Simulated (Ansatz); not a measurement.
Consider the following.

CuI:
```yaml
crystal:
  lattice:
    - [12.45435, 0.00000, 0.00000]
    - [0.00000, 4.01880, 0.00000]
    - [0.00000, 0.00000, 4.01894]
  atoms:
    - { symbol: Cu, position: [0.25000, 0.25000, 0.74977] }
    - { symbol: Cu, position: [0.25000, 0.75000, 0.24977] }
    - { symbol: Cu, position: [0.75000, 0.75000, 0.25023] }
    - { symbol: Cu, position: [0.75000, 0.25000, 0.75023] }
    - { symbol: I, position: [0.88806, 0.25000, 0.25025] }
    - { symbol: I, position: [0.61194, 0.75000, 0.75025] }
    - { symbol: I, position: [0.11194, 0.75000, 0.74975] }
    - { symbol: I, position: [0.38806, 0.25000, 0.24975] }
```

This is the PBE+D3(BJ)-relaxed structure.

### Question
All from PBE+D3(BJ) in the plane-wave PAW code Ansatz, unless another level is named. Estimate the formation energy from the elements (no fitted shifts).

### Answer
-0.050 eV/atom.

### Question
What about the valence-band maximum?

### Answer
at Γ.

### Question
Give the weight of the valence-edge state by species (Voronoi cells).

### Answer
I 53 %, Cu 47 %.

Space group P4/nmm. The start of the workflow was typed in or built on a structure type; the Crystallography Open Database copy checked does not list it. It is not the phase usual at ambient conditions (space group No. 216). Symmetry was held in the PBE+D3(BJ) relaxation; whether a distortion lowers the energy is not shown. The workflow began spin-polarised and lost its moments. Point labels and valley counts follow the cell and symmetry of the run, lower than the named group. The references are the lowest solids computed at this level, not always the standard phases. Scalar-relativistic: spin–orbit coupling is off unless named, which matters more the heavier the elements.

Potentials: the earlier of the program's two PAW sets.
